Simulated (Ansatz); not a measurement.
This run works on a generated trial structure, not on a known crystal.

Input and command of a plane-wave DFT calculation in Ansatz:

```yaml
crystal:
  lattice:
    - [-3.73323656, 3.73323656, 6.32002227]
    - [3.73323656, -3.73323656, 6.32002227]
    - [3.73323656, 3.73323656, -6.32002227]
  atoms:
    - { symbol: "Y", position: [0.25, 0.25, 0.0] }
    - { symbol: "Y", position: [0.75, 0.75, 0.0] }
    - { symbol: Ta, position: [0.0, 0.0, 0.0] }
    - { symbol: Ta, position: [0.5, 0.5, 0.0] }
    - { symbol: Te, position: [0.74241814, 0.24241814, 0.98483629] }
    - { symbol: Te, position: [0.25758186, 0.75758186, 0.01516371] }
    - { symbol: Te, position: [0.24241814, 0.25758186, 0.5] }
    - { symbol: Te, position: [0.75758186, 0.74241814, 0.5] }
    - { symbol: I, position: [0.5, 0.0, 0.5] }
    - { symbol: I, position: [0.0, 0.5, 0.5] }
basis:
  ecutwfc: 420
kpoints:
  mp_grid: { grid: [3, 3, 3] }
hamiltonian:
  xc: pbe
scf:
  occupations: { method: gaussian, width: 0.2 }
  lower_state_search: "off"
output:
  forces: true
  stress: true
  eigenvalues: true
relax:
  adjacent_minimum: "off"
  f_tol: 0.08
  max_steps: 16
  cell: { stress_tol: 0.8 }
```

```bash
ansatz run input.yaml --threads 1 --pin off --max-ram 2560MiB --backend cpu --events-out ev --progress --plain --runs-dir out
```

Processor: Arm Neoverse V1, 1 thread, on a host shared with other jobs.

Q: Estimate time, memory and problem size.

A: About 2.2 min, peak memory 0.75 GiB. It solves 88 bands at 6 k points (after reduction by symmetry) with about 7523 plane waves (on the last cell), in 51 SCF iterations over 7 ionic steps.
